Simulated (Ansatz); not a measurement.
GeF₂:
```
GeF2
1.0
    4.49831     0.00000     0.00000
    0.00000     5.15235     0.00000
    0.00000     0.00000     8.09881
Ge F
4 8
Direct
  0.25661   0.99964   0.62991
  0.24339   0.00036   0.12991
  0.75661   0.50036   0.37009
  0.74339   0.49964   0.87009
  0.43723   0.76782   0.78369
  0.06277   0.23218   0.28369
  0.93723   0.73218   0.21631
  0.56277   0.26782   0.71631
  0.96485   0.08063   0.97493
  0.53515   0.91937   0.47493
  0.46485   0.41937   0.02507
  0.03515   0.58063   0.52507
```

Relaxed with r²SCAN+D4. Special points in fractions of this cell's reciprocal vectors: Γ (0.000, 0.000, 0.000); X (0.500, 0.000, 0.000); S (0.500, 0.500, 0.000); Y (0.000, 0.500, 0.000); Z (0.000, 0.000, 0.500); U (0.500, 0.000, 0.500); R (0.500, 0.500, 0.500); T (0.000, 0.500, 0.500).

Q: List the band energies nearest the valence-band maximum at these points for r²SCAN+D4 in the plane-wave PAW code Ansatz.

A: In eV from the valence-band maximum; about four levels below and three above (degenerate sets whole), none deeper than 8.9 eV; points with the same levels are listed once.

```csv
k,below,above
Γ,-2.74 -1.35 -0.71 0.00,5.15 5.30 5.39
X,-1.37 -1.37 -0.34 -0.34,5.06 5.06 6.30 6.30
S,-0.74 -0.74 -0.52 -0.52,4.72 4.72 6.12 6.12
Y,-1.15 -1.15 -0.69 -0.69,4.63 4.63 6.07 6.07
Z,-1.99 -1.99 -0.27 -0.27,5.11 5.11 5.75 5.75
U,-1.31 -1.31 -0.33 -0.33,5.19 5.19 5.76 5.76
R,-0.62 -0.62 -0.62 -0.62,5.30 5.30 5.30 5.30
T,-1.09 -1.09 -0.76 -0.76,5.09 5.09 5.19 5.19
```

Space group P2_12_12_1. The first step of the workflow began from a Materials Project structure, measured or hypothetical; the Crystallography Open Database files this formula in space group No. 19, but the cells were not matched. Its standing as an ambient phase is unchecked. The r²SCAN+D4 relaxation kept the symmetry of its start; whether a distortion lowers the energy is not shown. Scalar-relativistic: spin–orbit coupling is off unless named, which matters more the heavier the elements.

Potentials: the later of the program's two PAW sets.
